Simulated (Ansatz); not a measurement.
C:
```cif
data_C16
_chemical_formula_sum 'C16'
_space_group_name_H-M_alt 'Imma'
_space_group_IT_number 74
_space_group_name_Hall '-I 2b 2'
_cell_length_a 4.87605
_cell_length_b 7.81196
_cell_length_c 3.21552
_cell_angle_alpha 90.000
_cell_angle_beta 90.000
_cell_angle_gamma 90.000
loop_
_atom_site_label
_atom_site_type_symbol
_atom_site_symmetry_multiplicity
_atom_site_Wyckoff_symbol
_atom_site_fract_x
_atom_site_fract_y
_atom_site_fract_z
_atom_site_occupancy
C1 C 8 g 0.25000 0.66156 0.25000 1
C2 C 8 h 0.00000 0.57317 0.12438 1
```
(The calculation used a cell of 8 atoms; values per cell refer to that cell.)

Relaxed with PBEsol. PBEsol (plane waves, PAW; program Ansatz) gives no gap.

Q: What gap does HSE06 give on the same cell (Ansatz, PAW)?

A: 0.29 eV. The hybrid was solved on a coarser mesh and at special points; the gap given is the minimum over both. On such a mesh it can open a false gap in a semimetal.

```csv
k,v1 PBEsol,c1 PBEsol,v1 HSE06,c1 HSE06
Γ,-0.89,0.71,___,___
X,-0.54,1.77,___,___
S,-1.36,1.14,-1.74,1.46
R,-0.30,0.62,___,___
T,-1.45,1.65,-1.84,2.02
W,-2.24,2.33,___,___
Σ0,-0.60,0.86,-0.90,1.14
Λ0,-1.01,1.51,-1.38,1.91
```

Q: Top valence (v1) and lowest conduction level (c1) in eV from each method's valence maximum (which need not be a listed point): supply the withheld HSE06 values.

A: 
- X, v1 HSE06: -1.01
- X, c1 HSE06: 2.25
- R, v1 HSE06: -0.53
- R, c1 HSE06: 0.88
- Γ, v1 HSE06: -1.41
- Γ, c1 HSE06: 0.78
- W, v1 HSE06: -2.76
- W, c1 HSE06: 2.84

Cost on shared cores: the PBEsol run (SCF on a 15×15×15 mesh, then bands and DOS) about 5 core-minutes (a rough figure), the HSE06 run (SCF on 6×6×6, then a few points) roughly 4 core-minutes; the tasks are unlike.

The start of the workflow was typed in or built on a structure type; neither database checked (COD, Materials Project) lists it. It is not the phase usual at ambient conditions (space group No. 194, 227). The cell was relaxed with PBEsol under the symmetry of its start; its stability against distortions is not shown here.

Potentials: the later of the program's two PAW sets.
